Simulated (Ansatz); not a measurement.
ZrZn, DFT, PBEsol, PAW with Ansatz's default frozen-core files, scalar-relativistic (Ansatz 0.2.0), run on 1 thread of Intel(R) Xeon(R) Platinum 8488C (Sapphire Rapids) on a shared host.

The geometry is COD entry 1540230, unchecked; take it as a test cell. The listed cell was then made from it by scaling, straining or moving an atom.

Command: `ansatz run input.yaml --threads 1 --pin off --max-ram 3072MiB --backend cpu --events-out ev --progress --plain --runs-dir out`

```yaml
crystal:
  lattice:
    - [3.336, 0.0, 0.0]
    - [0.0, 3.336, 0.0]
    - [0.0, 0.0, 3.40272]
  atoms:
    - { symbol: Zr, position: [0.5, 0.5, 0.5] }
    - { symbol: Zn, position: [0.0, 0.0, 0.0] }
kpoints:
  mp_grid: { grid: [10, 10, 10] }
scf:
  occupations: { method: fermi_dirac, width: 0.08 }
hamiltonian:
  xc: pbesol
  pseudopotentials: { kind: paw }
output:
  forces: true
  stress: true
  eigenvalues: true
  efg: { contact_densities: true }
```

(1) How large is the problem that the program sets up?

(2) Estimate the wall time and the peak memory.

(3) And the same cell and mesh by all-electron PAW (datasets made for this crystal), asked for forces, stress, eigenvalues, efg, on the same hardware?

Results:

(1) 126 irreducible k-points, 739 plane waves at Γ, 16 bands.

(2) 4.4 s of wall time for 6 SCF iterations, with a peak of 0.47 GiB. Times on shared machines scatter by tens of per cent.

(3) 13 s, peak memory 0.56 GiB.
